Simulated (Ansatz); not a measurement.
**Calculated field gradients at the nuclei for B5H9**

The cell is a Materials Project structure (computed, not necessarily an observed phase), taken as it stands.

Space group I4mm (No. 107); a = 7.2459, c = 5.3101 Å.

| site | Wyckoff | site symmetry | x | y | z |
| --- | --- | --- | --- | --- | --- |
| B1 | 2a | 4mm | 0.0000 | 0.0000 | 0.7696 |
| B2 | 8d | .m. | 0.0000 | 0.8256 | 0.9811 |
| H6 | 2a | 4mm | 0.0000 | 0.0000 | 0.5469 |
| H7 | 8d | .m. | 0.0000 | 0.6635 | 0.9553 |
| H11 | 8c | ..m | 0.8686 | 0.8686 | 0.1502 |

One atom of each set is listed; the run and its k-mesh use a cell of 14 atoms with edges of 5.77, 5.77, 5.77 Å.

The numbers come from a DFT calculation in Ansatz (PBE, plane waves and PAW, scalar-relativistic, 420 eV cutoff, Γ-centred 7×7×7 k-points, Fermi–Dirac smearing 0.05 eV).

V_zz is the principal component of the electric field gradient with the largest magnitude, η = (V_xx − V_yy)/V_zz and C_Q = eQV_zz/h.

¹⁰B: I = 3, Q = 84.59 mb; H-2: I = 1, Q = 2.858 mb. Q values from Pyykkö, Mol. Phys. 116, 1328 (2018).

(1) Which values are expected at the nuclei?

Answers

(1) 

| site | atoms | first shell | V_zz (10²¹ V/m²) | η | C_Q (MHz) |
| --- | --- | --- | --- | --- | --- |
| B1 | 1 | 1 H at 1.18 Å, 4 B at 1.69 Å | -0.48 | 0.00 | -0.981 |
| B2 | 4 | 3 H at 1.18–1.35 Å, 3 B at 1.69–1.79 Å | -1.92 | 0.51 | -3.92 |
| H6 | 1 | 1 B at 1.18 Å | 2.18 | 0.00 | 0.151 |
| H7 | 4 | 1 B at 1.18 Å | 2.08 | 0.05 | 0.143 |
| H11 | 4 | 2 B at 1.35 Å, angle 83° | -0.97 | 0.04 | -0.067 |

An axis of threefold or higher order runs through B1 and H6, so V_zz lies along it and η is zero. At H7 V_zz points along its bond to B (within 1°). At H11 V_zz stands upright on the plane of its two bonds (within 2°).

The run took 22 s of wall time (22 s of CPU time) and 0.41 GiB at its peak, on 1 thread of Arm Neoverse V1 (aarch64; 8 cores open to the job, memory cap 2.5 GiB, no GPU), a shared host with a load of 0.5 a core.
